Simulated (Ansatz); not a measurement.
HfO$_{2}$:
```
CELL_PARAMETERS angstrom
      5.11450     0.00000     0.00000
      0.00000     5.18095     0.00000
     -0.87123     0.00000     5.22388
ATOMIC_POSITIONS crystal
  Hf 0.27618 0.04180 0.20822
  Hf 0.72382 0.54180 0.29178
  Hf 0.72382 0.95820 0.79178
  Hf 0.27618 0.45820 0.70822
  O  0.06991 0.33348 0.34425
  O  0.93009 0.83348 0.15575
  O  0.93009 0.66652 0.65575
  O  0.06991 0.16652 0.84425
  O  0.44798 0.75762 0.47851
  O  0.55202 0.25762 0.02149
  O  0.55202 0.24238 0.52149
  O  0.44798 0.74238 0.97851
```

Relaxed with plane-wave PAW r²SCAN (Ansatz code). Indices refer to the conventional cell of P2_1/c, a = 5.115 Å, b = 5.181 Å, c = 5.296 Å, α = γ = 90.00°, β = 99.47°.

### Question
Simulate the powder diffraction pattern (Cu Kα, λ = 1.54184 Å; lines above 1 %) up to 2θ = 90°.

### Answer
Simulated powder pattern, Cu Kα, λ = 1.54184 Å (kinematic, ideal powder, no thermal factors, no anomalous dispersion; the 30 strongest lines at most, above 1 %, up to 2θ = 90°):

```csv
2θ (°),d (Å),I/Imax (%),hkl
17.58,5.045,5.5,(100)
24.19,3.679,14,(011)
24.63,3.614,12,(110)
28.32,3.151,100,(-1 1 1)
31.72,2.821,79,(111)
34.33,2.612,25,(002)
34.63,2.590,20,(020)
35.59,2.522,23,(200)
36.03,2.493,7.7,(-1 0 2)
38.80,2.321,9.8,(021)
40.97,2.203,15,(-2 1 1)
45.71,1.985,7.7,(-2 0 2)
49.56,1.839,19,(022)
50.50,1.807,22,(220)
50.83,1.796,11,(-1 2 2)
51.52,1.774,5.8,(-2 2 1)
54.58,1.681,14,(202)+(300)
55.69,1.651,11,(013)
55.75,1.649,5.3,(221)
55.84,1.646,7.0,(-1 1 3)
56.31,1.634,10,(130)
57.57,1.601,9.6,(-3 1 1)
58.26,1.584,6.8,(-1 3 1)
60.24,1.536,9.5,(131)
60.37,1.533,7.6,(-3 0 2)
61.80,1.501,8.5,(113)
62.23,1.492,10,(-2 1 3)
63.43,1.466,13,(311)
66.27,1.410,9.9,(222)+(320)
75.65,1.257,6.5,(041)
```

The r²SCAN relaxation kept the symmetry of its start. The run is not spin-polarised. Scalar-relativistic: spin–orbit coupling is off unless named, which matters more the heavier the elements.

Potentials: the later of the program's two PAW sets.
